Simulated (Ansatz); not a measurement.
Starting cell, Te (trigonal-Te type, space group P3_121):

```xyz
3
Lattice="4.5211 0.0000 0.0000 -2.2606 3.9154 0.0000 0.0000 0.0000 5.9549" Properties=species:S:1:pos:R:3 pbc="T T T"
Te     1.2122     0.0000     1.9850
Te    -0.6061     1.0498     3.9699
Te     1.6544     2.8656     0.0000
```

Two-dimensional scan of atom 2 (Te, nearest neighbour Te at 2.889 Å; its periodic images, 4.5 Å or more away, move with it): u runs along (0.707, 0.707, 0.000), v along (0.000, 0.000, 1.000) (Cartesian). Cell and other atoms are fixed.

Level of theory: PBE (plane waves to 420 eV, PAW, scalar-relativistic; Ansatz, a program for electronic structure). k mesh 7×7×5 (Γ-centred), Fermi-Dirac smearing 0.05 eV. The energy includes the smearing's −TS. Points where atoms come too close for the PAW data are left out (x in tables, blank in figures). As the smearing reaches across the gap at some points, energies and forces of such displacements shift with the k mesh and the smearing. Spin-orbit coupling is left out, though Te is heavy. Te was relaxed with its symmetry unable to fall. The PAW data are Ansatz's earlier set. ΔE is measured from the undisplaced structure. Axes are in Å.

The scan covers u from -0.950 to 0.950 Å in 7 points and v from -0.950 to 0.950 Å in 7 points.

**Question.** Is the undisplaced position a minimum, a maximum or a saddle of this map?

**Answer.** A minimum.

**Question.** In which direction of the plane is the atom held most weakly?

**Answer.** 14° from u towards v.

**Question.** What are the two principal curvatures of the energy at the centre?

**Answer.** 2.2 and 4.8 eV/Å².

(For displaced atoms, the force is minus the slope of the energy, and its curvature is a force constant, which sets phonon frequencies.)
